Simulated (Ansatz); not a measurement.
In:
```yaml
crystal:
  lattice:
    - [-1.66615, 1.66615, 2.21614]
    - [1.66615, -1.66615, 2.21614]
    - [1.66615, 1.66615, -2.21614]
  atoms:
    - { symbol: In, position: [0.00000, 0.00000, 0.00000] }
```

Relaxed with LDA. Special points in fractions of this cell's reciprocal vectors: Γ (0.000, 0.000, 0.000); X (0.000, 0.000, 0.500); P (0.250, 0.250, 0.250); N (0.000, 0.500, 0.000); M (0.500, 0.500, -0.500); S (0.391, 0.609, -0.391); S0 (-0.391, 0.391, 0.391); R (-0.283, 0.283, 0.500); G (0.500, 0.500, -0.283).

**Question.** List the band energies nearest the Fermi level at these points for LDA in the plane-wave PAW code Ansatz.

**Answer.** In eV from the Fermi level; about four levels below and three above (degenerate sets whole), none deeper than 8.9 eV; … stands for higher levels left out; points with the same levels are listed once.

```json
[
 {"k": "Γ", "below": "–", "above": "10.91 11.07 11.07"},
 {"k": "X", "below": "-2.63 -2.45", "above": "4.27 4.60 …"},
 {"k": "P", "below": "-1.78 -0.18 -0.18", "above": "1.19 …"},
 {"k": "N", "below": "-4.43 -3.63", "above": "8.13 9.06 …"},
 {"k": "M", "below": "-1.95 -1.32", "above": "3.53 3.53 …"},
 {"k": "S", "below": "-1.66 -1.09", "above": "0.43 4.36 …"},
 {"k": "R", "below": "-1.36 -0.28", "above": "0.05 1.62 …"}
]
```

Space group I4/mmm (body-centred tetragonal). Its axis ratio c/a = 1.33 departs by over 6 % from that of the usual cell of this phase: another minimum, or an error of the functional. The cell was relaxed with LDA under the symmetry of its start; whether a distortion lowers the energy is not shown. Spin–orbit coupling is left out wherever it is not named.

Potentials: the later of the program's two PAW sets.
